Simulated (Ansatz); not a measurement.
An elastic tensor (GPa, Voigt order, standard axes) from plane-wave PAW PBE+D3(BJ) (Ansatz code):

```
  190   61.2   42.8  -24.3    0.0    0.0
 61.2    190   42.8   24.3    0.0    0.0
 42.8   42.8   63.1    0.0    0.0    0.0
-24.3   24.3    0.0   44.1    0.0    0.0
  0.0    0.0    0.0    0.0   44.1  -24.3
  0.0    0.0    0.0    0.0  -24.3   64.5
```

Task: Pick the material that matches.
A) PtSe2, CdI2 type
B) CuZrSe2, P-3m1 (Se on 2d, Zr on 1a, Cu on 1b)
C) CaTaS2, P-3m1 (S on 2d, Ta on 1a, Ca on 1b)
D) Bi2Te3, R-3m (Bi on 6c, Te on 6c, Te on 3a)

Result: A, PtSe2, CdI2 type

Symmetry was held in the PBE+D3(BJ) relaxation; of distortions, only those at the zone centre were tested. No spin polarisation was allowed. As this level gives no gap, shear constants depend on the k-mesh and smearing (Fermi–Dirac, 0.1 eV here). Spin–orbit coupling is left out wherever it is not named.

Potentials: the later of the program's two PAW sets.
